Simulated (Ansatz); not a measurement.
Total density of states per atom from plane-wave PAW r²SCAN (Ansatz code), in 0.25 eV bins, energy from the valence-band maximum:

(E (eV), states/eV/atom): (-7.85, 0.21); (-7.60, 0.24); (-7.35, 0.24); (-7.10, 0.29); (-6.85, 0.30); (-6.60, 0.33); (-6.35, 0.28); (-6.10, 0.31); (-5.85, 0.34); (-5.60, 0.35); (-5.35, 0.38); (-5.10, 0.37); (-4.85, 0.39); (-4.60, 0.45); (-4.35, 0.48); (-4.10, 0.53); (-3.85, 0.48); (-3.60, 0.49); (-3.35, 0.59); (-3.10, 0.67); (-2.85, 0.51); (-2.60, 0.42); (-2.35, 0.35); (-2.10, 0.27); (-1.85, 0.21); (-1.60, 0.16); (-1.35, 0.13); (-1.10, 0.10); (-0.85, 0.07); (-0.60, 0.05); (-0.35, 0.03); (-0.10, 0.01); (0.15, 0.00); (0.40, 0.00); (0.65, 0.00); (0.90, 0.00); (1.15, 0.00); (1.40, 0.02); (1.65, 0.07); (1.90, 0.15); (2.15, 0.22); (2.40, 0.28); (2.65, 0.36); (2.90, 0.47); (3.15, 0.47); (3.40, 0.47); (3.65, 0.48); (3.90, 0.72); (4.15, 0.60); (4.40, 0.39); (4.65, 0.52); (4.90, 0.44); (5.15, 0.53); (5.40, 0.63); (5.65, 0.56); (5.90, 0.38)

Task: Which compound is it?
(A) GaP, rock salt
(B) BP, wurtzite
(C) MgB2, P6/mmm (Mg on 1a, B on 2d)
(D) RbP2Ir2, I4/mmm (Rb on 2a, P on 4e, Ir on 4d)

Result: B, BP, wurtzite. Top 1 eV of the valence band: B 2p 53 %, P 3p 44 %. Bottom 1 eV of the conduction band: B 2p 28 %, P 3p 24 %, B 2s 17 %, P 3s 12 %, outside the projected shells 19 %. Projections are on Löwdin-orthogonalised atomic valence shells; empty p or d shells of many metals are not among them.

Space group P6_3mc (wurtzite). The workflow started from a Materials Project entry (that database holds measured and hypothetical structures alike); the Crystallography Open Database copy checked does not list it. It is not the phase usual at ambient conditions (space group No. 216). The cell was relaxed with r²SCAN under the symmetry of its start; whether a distortion lowers the energy is not shown.

Potentials: the later of the program's two PAW sets.
